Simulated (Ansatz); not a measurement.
AlRu in space group R-3m (No. 166; Al on 3a, Ru on 3b) at seven volumes, PBE (plane waves, PAW; program Ansatz), shape and atoms relaxed at each. One row is withheld.

```json
[
 {"V (Å³/atom)": "12.914", "P (GPa)": "21.53"},
 {"V (Å³/atom)": "13.340", "P (GPa)": "13.13"},
 {"V (Å³/atom)": "13.765", "P (GPa)": "?"},
 {"V (Å³/atom)": "14.191", "P (GPa)": "0.00"},
 {"V (Å³/atom)": "14.617", "P (GPa)": "-5.09"},
 {"V (Å³/atom)": "15.043", "P (GPa)": "-9.39"},
 {"V (Å³/atom)": "15.468", "P (GPa)": "-13.02"}
]
```

### Question
Fit the shown pressures and predict the withheld one.

### Answer
P = (3/2)B₀(x^(7/2) − x^(5/2))[1 + (3/4)(B′ − 4)(x − 1)] with x = (V₀/V)^(2/3). Least squares on the six rows gives V₀ = 14.191 Å³/atom, B₀ = 184 GPa, B′ = 4.57. At V = 13.765, x = 1.0205 and P = 6.01 GPa. The run itself gave 6.02 GPa.

A made-up cell: these elements were put on the sites of a structure type; neither database checked (COD, Materials Project) lists it. COD files the formula under space group No. 221, so this cell is another polymorph or a model. Its standing as an ambient phase is unchecked. Symmetry was held in the PBE relaxation; its stability against distortions is not shown here. No spin polarisation was allowed.

Potentials: the later of the program's two PAW sets.
